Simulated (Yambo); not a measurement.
Yambo run on a free-standing AgI monolayer (symmetry P4/nmm, slab cell 16.7 Å high). The wavefunctions are PBEsol (Quantum ESPRESSO, PseudoDojo norm-conserving, 82 Ry, scalar-relativistic) ones on a 4×4×1 mesh (26 occupied bands); a = b = 4.324 Å, c = 16.700 Å, α = β = γ = 90.00°.

Yambo input:

```
rim_cut
HF_and_locXC
RandQpts= 1000000
RandGvec= 2 Ry
CUTGeo= "slab z"
EXXRLvcs= 82 Ry
VXCRLvcs= 328 Ry
% QPkrange
 1 | 1 | 26 | 27 |
 3 | 3 | 26 | 27 |
 6 | 6 | 26 | 27 |
%
```

k points by index: 1 = Γ, 3 = X, 6 = M.

Table of the .hf output:

```
#    K-point    Band    Eo [eV]    Ehf [eV]    Vxc [eV]    Vnlxc [eV]
#
    1    26    0.000000    -3.336094    -15.50203    -18.83812
    1    27    2.065007    5.858261    -9.368214    -5.574960
    3    26    -0.314318    -3.778707    -15.41261    -18.87700
    3    27    3.129582    7.251473    -10.86056    -6.738666
    6    26    -1.435742    -6.713643    -21.45263    -26.73053
    6    27    4.025351    8.343443    -12.10023    -7.782142
```
Exchange alone, without screening.

Spin-orbit coupling is not included.

Geometry relaxed with PBEsol.

This is a model layer cut from the bulk structure; whether it is stable on its own was not checked.
